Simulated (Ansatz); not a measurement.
Relaxed Ir (fcc, Cu type):

```xyz
4
Lattice="3.8705 0.0000 0.0000 0.0000 3.8705 0.0000 0.0000 0.0000 3.8705" Properties=species:S:1:pos:R:3 pbc="T T T"
Ir     0.0000     0.0000     0.0000
Ir     1.9353     1.9353     0.0000
Ir     1.9353     0.0000     1.9353
Ir     0.0000     1.9353     1.9353
```

In this cell atom 3 (Ir, nearest neighbour Ir at 2.737 Å; its periodic images, 3.9 Å or more away, move with it) is moved by s along Cartesian x, unit vector (1.000, 0.000, 0.000); all other atoms and the cell stay fixed.

These are PBE (plane waves to 420 eV, PAW, scalar-relativistic; Ansatz, an electronic-structure program) values and carry that method's errors. k mesh 10×10×10 (Γ-centred), Fermi-Dirac smearing 0.05 eV. The energy includes the smearing's −TS. With partly filled bands, energies and forces of such displacements shift with the k mesh and the smearing. Ir is run without spin polarisation. Ir was relaxed with its symmetry unable to fall. Spin-orbit coupling is left out, though Ir is heavy. The PAW data are Ansatz's earlier set. ΔE is measured from the undisplaced structure.

Question: Predict the ΔE (eV/cell) at s (Å) = -0.550, -0.330, -0.220, 0.440, 0.550.

Answer: 
```json
[
 {"s (Å)": "-0.550", "ΔE (eV/cell)": "2.332"},
 {"s (Å)": "-0.330", "ΔE (eV/cell)": "0.755"},
 {"s (Å)": "-0.220", "ΔE (eV/cell)": "0.323"},
 {"s (Å)": "0.440", "ΔE (eV/cell)": "1.409"},
 {"s (Å)": "0.550", "ΔE (eV/cell)": "2.332"}
]
```

(For displaced atoms, the force is minus the slope of the energy, and its curvature is a force constant, which sets phonon frequencies.)
